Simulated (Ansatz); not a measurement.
## Mg-25 fingerprints of the forms of Mg₃MoN₄

Method: Kohn–Sham DFT in Ansatz, PBE, plane waves and PAW, scalar-relativistic, 420 eV cutoff. Q(Mg-25) = 199.4 mb, I = 5/2. The cells come from the Materials Project (computed, not necessarily observed phases), with the atoms as given. Calculated pressures reach 3 GPa in size and forces 0.3 eV/Å in them. Spin–orbit coupling is left out.

Task: Rank the structures by their largest Mg-25 |C_Q|, smallest first.
A.
Mg3MoN4
```cif
data_Mg3MoN4
_symmetry_space_group_name_H-M 'Pmn2_1'
_symmetry_Int_Tables_number 31
_cell_length_a 6.7268
_cell_length_b 5.8148
_cell_length_c 5.2351
_cell_angle_alpha 90.000
_cell_angle_beta 90.000
_cell_angle_gamma 90.000
loop_
_atom_site_label
_atom_site_type_symbol
_atom_site_symmetry_multiplicity
_atom_site_Wyckoff_symbol
_atom_site_fract_x
_atom_site_fract_y
_atom_site_fract_z
Mg1 Mg 4 b 0.2522 0.1688 0.8571
Mg5 Mg 2 a 0.0000 0.6612 0.8589
Mo Mo 2 a 0.0000 0.3293 0.3495
N9 N 2 a 0.0000 0.6349 0.4561
N11 N 2 a 0.0000 0.3265 0.9976
N13 N 4 b 0.7695 0.1775 0.4567
```
B.
Mg3MoN4
Space group C2/m (No. 12); a = 9.2084, b = 7.1719, c = 6.0706 Å, β = 90.64°.

| site | Wyckoff | site symmetry | x | y | z |
| --- | --- | --- | --- | --- | --- |
| Mg1 | 8j | 1 | 0.3826 | 0.2321 | 0.1685 |
| Mg5 | 4i | m | 0.1140 | 0.0000 | 0.3239 |
| Mo | 4i | m | 0.6698 | 0.0000 | 0.3298 |
| N9 | 4i | m | 0.1235 | 0.0000 | 0.6825 |
| N11 | 8j | 1 | 0.3767 | 0.7753 | 0.8197 |
| N15 | 4i | m | 0.3562 | 0.0000 | 0.3669 |

Result: A (3.24 MHz), B (4.43 MHz).
